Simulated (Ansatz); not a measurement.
Na2S (anti-fluorite, space group No. 225), the program Ansatz at the PBE level (PAW). The conduction-band minimum lies at Γ, with 1 equivalent valley. Second derivatives d²E/dk² of the lowest band at one valley (eV·Å²), along Cartesian directions:

```
direction  d²E/dk²
---------  -------
[100]        26.45
[010]        26.45
[001]        26.45
[110]        26.45
[101]        26.45
[011]        26.45
```

Problem. Find the principal effective masses, the density-of-states mass and the conductivity mass.

Solution. Off-diagonal terms follow from H_xy = H[110] − (H_xx + H_yy)/2, and m*/mₑ = 7.620 eV·Å² over each eigenvalue: 0.29, 0.29, 0.29. One valley's DOS mass (m₁m₂m₃)^(1/3) = 0.29, conductivity mass 3/(Σ 1/mᵢ) = 0.29 mₑ.

Problem. What effective density of states Nc follows at 300 K for parabolic valleys?

Solution. Nc = 2.509e19 × 1 × (0.29)^(3/2) ≈ 3.9e18 cm⁻³.

Space group Fm-3m (anti-fluorite). The cell was relaxed with PBE under the symmetry of its start.

Potentials: the later of the program's two PAW sets.

Edges and masses are those of Kohn–Sham bands, whose gap is no quasiparticle gap.
